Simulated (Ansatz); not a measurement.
Input and command of a calculation in Ansatz (plane waves; scalar-relativistic PAW potentials unless the input names others):

```yaml
crystal:
  lattice:
    - [6.582437603, 0.0, 0.0]
    - [0.0, 6.582437603, 0.0]
    - [0.0, 0.0, 3.2749106436]
  atoms:
    - { symbol: Si, position: [0.134078311, 0.634078311, 0.0] }
    - { symbol: Si, position: [0.865921689, 0.365921689, 0.0] }
    - { symbol: Si, position: [0.634078311, 0.865921689, 0.0] }
    - { symbol: Si, position: [0.365921689, 0.134078311, 0.0] }
    - { symbol: W, position: [0.5, 0.5, 0.0] }
    - { symbol: W, position: [0.0, 0.0, 0.0] }
    - { symbol: W, position: [0.6598576518, 0.1598576518, 0.5] }
    - { symbol: W, position: [0.3401423482, 0.8401423482, 0.5] }
    - { symbol: W, position: [0.1598576518, 0.3401423482, 0.5] }
    - { symbol: W, position: [0.8401423482, 0.6598576518, 0.5] }
basis:
  ecutwfc: 420
kpoints:
  mp_grid: { grid: [6, 6, 10] }
hamiltonian:
  xc: pbesol
scf:
  occupations: { method: tetrahedron }
output:
  forces: true
  eigenvalues: true
  stress: true
total_charge: 1
```

```bash
ansatz run input.yaml --threads 2 --pin off --max-ram 5120MiB --backend cpu --events-out ev --progress --plain --runs-dir out
```

Abridged log:
```
Warning: output.forces, output.stress, relax.cell or npt_langevin: where a Kohn–Sham band that disperses or a degenerate level is filled in part under the method tetrahedron, the forces or the stress that this run publishes need not agree with its energy (scf.occupations.method in the input reference, under Limitations); prefer a smearing scheme for the forces or the stress
Basis set: ecut = 420 eV, 2767 PW (Γ), exchange–correlation on 90×90×48 points (8 copies of the dense FFT grid, shifted against one another)
Bands: 60, of which v1, the nominal top of the filled ones, is band 50 counted from 1 (49 counted from 0)
Symmetry: 16 space group operations
k-points: 60 of 360
SCF iter   1: F=—  HF=-64045.709095 eV  |F-HF|=—  |Δ(HF+E_count)|=         —  Δρ=2.21e-2  dr2=1.01e0  ethr=1.77e-3  ⟨swp⟩=6.8  Hψ=14053  notcnv=0  defer=10
SCF iter   2: F=—  HF=-64045.438074 eV  |F-HF|=—  |Δ(HF+E_count)|=   2.71e-1  Δρ=8.83e-3  dr2=1.44e-1  ethr=1.02e-3  ⟨swp⟩=2.6  Hψ=5858  notcnv=0  defer=156
SCF iter   3: F=—  HF=-64045.393823 eV  |F-HF|=—  |Δ(HF+E_count)|=   4.43e-2  Δρ=1.76e-3  dr2=7.01e-3  ethr=1.45e-4  ⟨swp⟩=3.6  Hψ=6360  notcnv=0  defer=156
SCF iter   4: F=—  HF=-64045.393311 eV  |F-HF|=—  |Δ(HF+E_count)|=   5.12e-4  Δρ=6.51e-4  dr2=9.60e-4  ethr=7.08e-6  ⟨swp⟩=2.8  Hψ=5062  notcnv=0  defer=156
SCF iter   5: F=—  HF=-64045.393342 eV  |F-HF|=—  |Δ(HF+E_count)|=   3.14e-5  Δρ=2.22e-4  dr2=1.24e-4  ethr=9.70e-7  ⟨swp⟩=2.3  Hψ=4971  notcnv=0  defer=156
SCF iter   6: F=—  HF=-64045.393358 eV  |F-HF|=—  |Δ(HF+E_count)|=   1.51e-5  Δρ=3.59e-5  dr2=3.92e-6  ethr=1.26e-7  ⟨swp⟩=2.5  Hψ=5341  notcnv=0  defer=156
SCF iter   7: F=—  HF=-64045.393340 eV  |F-HF|=—  |Δ(HF+E_count)|=   1.77e-5  Δρ=4.14e-6  dr2=2.89e-8  ethr=1.01e-10  ⟨swp⟩=8.2  Hψ=17444  notcnv=0
SCF iter   8: F=-64045.393340 eV  HF=-64045.393340 eV  |F-HF|=6.40e-10  |Δ(HF+E_count)|=   1.46e-7  Δρ=6.21e-7  dr2=8.46e-10  ethr=2.92e-11  ⟨swp⟩=2.0  Hψ=11697  notcnv=0
SCF 1 converged in 8 iterations: F = -64045.393340 eV  dr2 = 8.46e-10
SCF converged after 8 iterations
Stability not checked: this state was not tested for a lower state beside it, because cold or Methfessel-Paxton smearing, or corrected tetrahedra, fill the levels in a way that the test cannot read (fill_not_monotonic; see scf.lower_state_search)
Free energy (F): -64045.393340 eV
Harris-Foulkes:  -64045.393340 eV  (|F-HF|=6.40e-10)
Internal energy: -64045.392168 eV  (E = F + TS)
E sigma→0 (E₀):  -64045.393340 eV
Entropy (-TS):   -0.001172 eV (-0.117 meV/atom)
Fermi energy:    19.495803 eV
--- Forces (eV/Å), atoms counted from 1 ---
  atom   1  Si     0.03064335     0.03064335     0.00000000
  atom   2  Si    -0.03064335    -0.03064335     0.00000000
  atom   3  Si     0.03064335    -0.03064335     0.00000000
  atom   4  Si    -0.03064335     0.03064335     0.00000000
  atom   5  W      0.00000000     0.00000000     0.00000000
  atom   6  W      0.00000000     0.00000000     0.00000000
  atom   7  W      0.21541664     0.21541664     0.00000000
  atom   8  W     -0.21541664    -0.21541664     0.00000000
  atom   9  W      0.21541664    -0.21541664     0.00000000
  atom  10  W     -0.21541664     0.21541664     0.00000000
--- Stress (GPa, compression-positive) ---
        5.900991       0.000000       0.000000
        0.000000       5.900991       0.000000
        0.000000       0.000000       7.055167
  P = ⅓ Tr σ = 6.2857 GPa (62.857 kbar)
```

Apart from outputs, empty bands and the relaxation, which only the reference makes, the input differs from a reference run on usual settings in total_charge: not typed → 1; scf.occupations.width: 0.1 → not typed; scf.occupations.method: "gaussian" → "tetrahedron". The reference, at the same geometry, ended its own course with pressure 0.00 GPa, largest force 0.004 eV/Å, no gap on the mesh. This run converged in 8 SCF iterations with a total energy on another zero, pressure 6.29 GPa (with the neutralising background of the charged cell), largest force 0.305 eV/Å, no gap on the mesh.

Time: 44 s on 2 threads of AMD EPYC (Zen 3), with other jobs on the host, peak memory 0.68 GiB.